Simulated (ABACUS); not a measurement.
Input and output of a self-consistent single point for Cd4Te3Se (R3m, 8 atoms in the cell; from Materials Project mp-1226811) (ABACUS).

Level of theory: LDA (PW92), numerical atomic orbitals DZP (confined pseudo-atomic orbitals; energy shift 0.003 Ry), PseudoDojo 0.4 standard norm-conserving LDA (tails mended) pseudopotentials in ABACUS.

```
Cd4Te3Se
1.0
    2.31136     1.33446    15.04176
   -2.31136     1.33446    15.04176
    0.00000    -2.66893    15.04176
Cd Te Se
4 3 1
Direct
  0.99670   0.99670   0.99670
  0.25353   0.25353   0.25353
  0.50107   0.50107   0.50107
  0.74900   0.74900   0.74900
  0.18993   0.18993   0.18993
  0.43767   0.43767   0.43767
  0.68560   0.68560   0.68560
  0.93690   0.93690   0.93690
```

Reference input (self-consistent single point, DFT, LDA (PW92), numerical atomic orbitals DZP (confined pseudo-atomic orbitals; energy shift 0.003 Ry), PseudoDojo 0.4 standard norm-conserving LDA (tails mended) pseudopotentials): basis = DZP numerical atomic orbitals, energy shift 0.003 Ry; KPT = Gamma 4 4 4 0 0 0; basis_type = lcao; dft_functional = PWLDA; ecutwfc = 100 Ry; smearing_method = fd; smearing_sigma = 0.00367493 Ry; potentials = PseudoDojo 0.4 standard norm-conserving LDA (tails mended); symmetry = 1; symmetry_prec = 1e-05; ks_solver = genelpa; scf_nmax = 100. This run's input differs from it in these lines:

```diff
@@ -66,3 +66,3 @@
 Gamma
-4 4 4 0 0 0
+5 5 5 0 0 0
```

The program printed (abridged):

```
 SELF-CONSISTENT
 -------------------------------------------

                  longest orb rcut (Bohr) = 7.5
   longest nonlocal projector rcut (Bohr) = 2.3
                     search radius (Bohr) = 19.6

                          real space grid = [ 192, 192, 192 ]

                                 init_chg = atomic

 LCAO ALGORITHM --------------- ION=   1  ELEC=   1--------------------------------

 Density error is 0.0280271606443
 E_KohnSham     -2271.8122888715     -30909.5919150747
 E_Fermi        0.4908620236         6.6785204522

 LCAO ALGORITHM --------------- ION=   1  ELEC=   2--------------------------------

   [... lines left out ...]

   [... 5 blocks of this kind left out ...]

 LCAO ALGORITHM --------------- ION=   1  ELEC=   8--------------------------------

 Density error is 3.48290384732e-06
 E_KohnSham     -2271.8986806102     -30910.7673349812
 E_Fermi        0.4936285562         6.7161610594

 LCAO ALGORITHM --------------- ION=   1  ELEC=   9--------------------------------

 Density error is 7.13504623892e-07
 E_KohnSham     -2271.8986806108     -30910.7673349891
 E_KS(sigma->0) -2271.8986429193     -30910.7668221699
 E_entropy(-TS) -0.0000753830        -0.0010256385
 E_Fermi        0.4936281428         6.7161554349
 charge density convergence is achieved
 final etot is -30910.767335 eV
 EFERMI = 6.7161554349 eV

 STATE ENERGY(eV) AND OCCUPATIONS    NSPIN == 1
   [... 84 lines left out ...]

 --------------------------------------------
 !FINAL_ETOT_IS -30910.7673349891374528 eV
 --------------------------------------------
```

The run converged in 9 iterations. Against the reference run the free energy falls by 9.2 meV/atom.

Spin-orbit coupling is left out, which matters for bands and gaps with elements this heavy. The atom-centred basis is finite, which shifts total energies against plane waves. Forces and stress are left out: the polarisation orbitals used for some of these elements are too diffuse to give them reliably, and gaps can carry the same lack. This run is one point of a test of settings, so its values need not be converged; read them against the reference run alone. The structure comes from a collection of computed structures, made at another level of theory; the collection holds predicted forms beside known ones.

Cost on one core: about 5 core-minutes (a rough figure).

The atomic orbitals were generated for these runs; they are not ABACUS's published sets and were checked against plane waves on a few crystals only.

“Tails mended”: in these copies of the files the far tail of each local potential was reset to the Coulomb form.
